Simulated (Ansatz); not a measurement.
Ru (hcp, Mg type)

```yaml
crystal:
  lattice:
    - [2.70456, 0.00000, 0.00000]
    - [-1.35228, 2.34222, 0.00000]
    - [0.00000, 0.00000, 4.26009]
  atoms:
    - { symbol: Ru, position: [0.33333, 0.66667, 0.75000] }
    - { symbol: Ru, position: [0.66667, 0.33333, 0.25000] }
```

In each cell atom 2 (Ru, nearest neighbour Ru at 2.641 Å; its periodic images, 2.7 Å or more away, move with it) moves by s·(1.000, 0.000, 0.000) (along Cartesian x), the rest being held.

These are r2SCAN (plane waves to 500 eV, PAW, scalar-relativistic; Ansatz, a first-principles code) values and carry that method's errors. k mesh 16×16×9 (Γ-centred), Fermi-Dirac smearing 0.05 eV. Energies are smeared free energies. With partly filled bands, energies and forces of such displacements shift with the k mesh and the smearing. Ru is run without spin polarisation. Ru was relaxed with its symmetry unable to fall. The zero of ΔE is the undisplaced structure. The last digit holds for this mesh only.

| s (Å) | ΔE (meV/cell) |
|---|---|
| -0.790 | 1415.8 |
| -0.632 | 1125.5 |
| -0.474 | withheld |
| -0.316 | 358.3 |
| -0.158 | 95.0 |
| 0.000 | 0.0 |
| 0.158 | 95.0 |
| 0.316 | 358.3 |
| 0.474 | withheld |
| 0.632 | 1125.5 |
| 0.790 | 1415.8 |

Task: Fit an even polynomial form (powers 2, 4, 6) to the given rows and predict ΔE at s = 0.474.

Result: Least squares on the 9 given rows: ΔE = (3857)·s² + (-2702)·s⁴ + (251.7)·s⁶, in meV/cell with s in Å; root-mean-square residual 0.21 meV/cell. At 0.474 the fit gives 733.0 meV/cell; the calculation gives 741.9 meV/cell, so the interpolation is off by -8.9 (-1.2 %). The quadratic term alone would give 866.6 meV/cell.

(A displaced cell: forces are minus the slopes of the energy, force constants its curvatures, and phonons follow from these.)
